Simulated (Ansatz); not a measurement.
Ge:
```yaml
crystal:
  lattice:
    - [0.00000, 2.83598, 2.83598]
    - [2.83598, 0.00000, 2.83598]
    - [2.83598, 2.83598, 0.00000]
  atoms:
    - { symbol: Ge, position: [0.00000, 0.00000, 0.00000] }
    - { symbol: Ge, position: [0.25000, 0.25000, 0.25000] }
```

Relaxed with r²SCAN.

Problem. List the phonon frequencies at the special points (DFPT on a 4×4×4 q-mesh, Fourier-interpolated; r²SCAN in the plane-wave PAW code Ansatz).

Solution. In cm⁻¹.

```json
[
 {"q": "Γ", "frequencies": "0 0 0 298 298 298"},
 {"q": "X", "frequencies": "83 83 238 238 266 266"},
 {"q": "U", "frequencies": "91 114 208 214 266 277"},
 {"q": "K", "frequencies": "91 114 208 214 266 277"},
 {"q": "L", "frequencies": "64 64 223 237 283 283"},
 {"q": "W", "frequencies": "114 114 203 203 270 270"}
]
```

Space group Fd-3m (diamond). The r²SCAN relaxation kept the symmetry of its start; phonons on a q-mesh show no instability.

Potentials: the earlier of the program's two PAW sets.
